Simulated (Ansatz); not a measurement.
A crystal relaxed with r2SCAN in Ansatz 0.2.0 has space group Pm-3m (No. 221) and a = 4.152 Å.

```csv
atom,site,x,y,z
Xx,1a,0.0000,0.0000,0.0000
N,1b,0.5000,0.5000,0.5000
Mg,3c,0.5000,0.5000,0.0000
```

r2SCAN gives a direct gap of 2.20 eV at Γ. With HSE06 the gap is 2.51 eV and direct, at Γ. Meshes: r2SCAN 6×6×6, HSE06 4×4×4. r2SCAN's ε∞ is 7.9 in all directions.

Question: Which element is Xx?
A. As
B. Sb
C. Bi
D. P

Answer: D. Xx is P: antiperovskite Mg3PN. P is surrounded by 12 Mg at 2.94 Å; N is surrounded by 6 Mg at 2.08 Å; Mg is surrounded by 2 N at 2.08 Å and 4 P at 2.94 Å.

The calculation is spin-unpolarised, and the structure need not be a phase that has been made.

The meshes of the hybrids are coarse, so their gaps aren't converged to the digits shown.

For a response run the program warns that the ground state's bands aren't all converged, so ε∞ carries an extra error.
